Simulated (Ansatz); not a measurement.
NaI (rock salt)

```
NaI
1.0
    0.00000     3.20132     3.20132
    3.20132     0.00000     3.20132
    3.20132     3.20132     0.00000
I Na
1 1
Direct
  0.00000   0.00000   0.00000
  0.50000   0.50000   0.50000
```

The slice is a {111} plane (indices of the conventional cell) through the point (0.000, 0.000, 0.000) (fractional), spanned by u = [100] and v = [-1 2 0] in vectors of this cell: u (4.53 Å) and v (7.84 Å, at 90° to u). It covers one period; positions are fractions (u, v).

These are PBEsol (plane waves to 420 eV, PAW, scalar-relativistic; Ansatz, a first-principles code) values and carry that method's errors. k mesh 9×9×9. Near the nuclei the fields are pseudised (PAW); where an atom keeps semicore shells as valence, they peak there. NaI was relaxed with its symmetry unable to fall. Spin-orbit coupling is left out, though I is heavy.

### Question
Predict the map of the electrostatic potential energy of an electron, from the cell's mean on the slice.

### Answer
```
v \ u  0.00  0.14   0.29  0.43  0.57   0.71  0.86
-----  ----  ----  -----  ----  ----  -----  ----
0.92      x     x    1.8   4.1   4.1    1.8     x
0.83   -0.4   1.9    3.9   4.0   4.0    3.9   1.9
0.75    4.0   4.2    4.3   4.1   4.1    4.3   4.2
0.67    4.0   4.1    3.3   0.3   0.3    3.3   4.1
0.58    4.2   3.7  <-4.0     x     x  <-4.0   3.7
0.50    4.3   3.2      x     x     x      x   3.2
0.42    4.2   3.7  <-4.0     x     x  <-4.0   3.7
0.33    4.0   4.1    3.3   0.3   0.3    3.3   4.1
0.25    4.0   4.2    4.3   4.1   4.1    4.3   4.2
0.17   -0.4   1.9    3.9   4.0   4.0    3.9   1.9
0.08      x     x    1.8   4.1   4.1    1.8     x
0.00      x     x   -0.7   4.2   4.2   -0.7     x
```

Values: electrostatic potential energy of an electron, from the cell's mean, in eV. Points within 1 Å of a nucleus are blanked (x), as the pseudised field means little there. Values under -4 eV are set to -4. The zero, the cell's mean, hangs on the PAW cores.
